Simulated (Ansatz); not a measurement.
HfN (rock salt)

```xyz
2
Lattice="0.0000 2.2627 2.2627 2.2627 0.0000 2.2627 2.2627 2.2627 0.0000" Properties=species:S:1:pos:R:3 pbc="T T T"
N      0.0000     0.0000     0.0000
Hf     2.2627     2.2627     2.2627
```

The slice is a {110} plane (indices of the conventional cell) through the point (0.000, 0.000, 0.000) (fractional), spanned by u = [100] and v = [1 -1 -1] in vectors of this cell: u (3.20 Å) and v (4.53 Å, at 90° to u). It covers one period; positions are fractions (u, v).

The numbers are results of r2SCAN (plane waves to 500 eV, PAW, scalar-relativistic; Ansatz, a first-principles code), not measurements. k mesh 18×18×18. These are valence fields of a PAW run, semicore shells included where kept as valence: close to a nucleus they are smooth pseudo fields. HfN is run without spin polarisation. HfN was relaxed with its symmetry unable to fall. Spin-orbit coupling is left out, though Hf is heavy.

Three fields on this plane, each scaled to ten steps between its own extremes (0 low, 9 high; the total valence density on a logarithmic scale, the potential cut 8 eV below its top; x marks points blanked near nuclei; v = 0 in the bottom row):

Map A
```
|xxxxxx531135xxxxx|
|xxxxx74211247xxxx|
|xxxxx53111135xxxx|
|xxxx6421001246xxx|
|xx76421000012467x|
|87653200000023567|
|xx97421000012479x|
|xxxx7410000147xxx|
|xxxxx63111136xxxx|
|xxxxx94211249xxxx|
|xxxxxx521125xxxxx|
|xxxxxx622226xxxxx|
|xxxxxx521125xxxxx|
|xxxxx94211249xxxx|
|xxxxx63111136xxxx|
|xxxx7410000147xxx|
|xx97421000012479x|
|87653200000023567|
|xx76421000012467x|
|xxxx6421001246xxx|
|xxxxx53111135xxxx|
|xxxxx74211247xxxx|
|xxxxxx531135xxxxx|
|xxxxxx532235xxxxx|
```

Map B
```
|xxxxxx621126xxxxx|
|xxxxx96211269xxxx|
|xxxxx85211258xxxx|
|xxxx8642112468xxx|
|xx65432222223456x|
|00000111221110000|
|xx10000111100001x|
|xxxx1000110001xxx|
|xxxxx10011001xxxx|
|xxxxx20011002xxxx|
|xxxxxx000000xxxxx|
|xxxxxx000000xxxxx|
|xxxxxx000000xxxxx|
|xxxxx20011002xxxx|
|xxxxx10011001xxxx|
|xxxx1000110001xxx|
|xx10000111100001x|
|00000111221110000|
|xx65432222223456x|
|xxxx8642112468xxx|
|xxxxx85211258xxxx|
|xxxxx96211269xxxx|
|xxxxxx621126xxxxx|
|xxxxxx621126xxxxx|
```

Map C
```
|xxxxxx887788xxxxx|
|xxxxx99888899xxxx|
|xxxxx99988999xxxx|
|xxxx9999999999xxx|
|xx57899999999875x|
|00146789999876410|
|xx00257999975200x|
|xxxx0158998510xxx|
|xxxxx03788730xxxx|
|xxxxx01577510xxxx|
|xxxxxx057750xxxxx|
|xxxxxx047740xxxxx|
|xxxxxx057750xxxxx|
|xxxxx01577510xxxx|
|xxxxx03788730xxxx|
|xxxx0158998510xxx|
|xx00257999975200x|
|00146789999876410|
|xx57899999999875x|
|xxxx9999999999xxx|
|xxxxx99988999xxxx|
|xxxxx99888899xxxx|
|xxxxxx887788xxxxx|
|xxxxxx887788xxxxx|
```

Task: Assign the maps to these fields: electron localisation function (ELF); valence electron density; electrostatic potential energy of an electron, from the cell's mean.

Result: A is the valence electron density; B is the electron localisation function (ELF); C is the electrostatic potential energy of an electron, from the cell's mean.
